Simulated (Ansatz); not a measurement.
Ti (P6_3/mmc), clamped-ion strain scan

All numbers below come from Ansatz 0.2.0, DFT PBEsol, scalar-relativistic, plane waves, PAW. Settings: plane waves to 420 eV, k-mesh 18×18×10 (Γ-centred), Gaussian smearing 0.15 eV. No spin polarisation. Energies are free energies at this smearing, counted from the undisturbed cell; pressure is positive in compression.

The starting cell (as given, not relaxed at this level; it stands at -5.9 GPa):

```
CELL_PARAMETERS angstrom
2.95000 0.00000 0.00000
-1.47500 2.55477 0.00000
0.00000 0.00000 4.68600
ATOMIC_POSITIONS crystal
Ti 0.33333 0.66667 0.25000
Ti 0.66667 0.33333 0.75000
```

The cell is strained by ε times the Voigt pattern (0, 0, 1, 0, 0, 0) (xx, yy, zz, yz, xz, xy; engineering shear) with fractional coordinates fixed. The cell is metallic on the mesh throughout.

```tsv
ε	ΔE (meV/atom)	stress summed along the pattern (GPa, tension positive)	pressure (GPa)
-0.0400	-11.5	-1.27	-1.4
-0.0300	-11.7	0.73	-2.6
-0.0200	-9.9	2.65	-3.8
-0.0100	-5.9	4.50	-4.8
0.0000	0.0	6.25	-5.9
0.0100	7.8	7.89	-6.8
0.0200	17.3	9.42	-7.7
0.0300	28.5	10.87	-8.6
0.0350	34.7	11.56	-9.0
0.0400	41.3	12.24	-9.4
```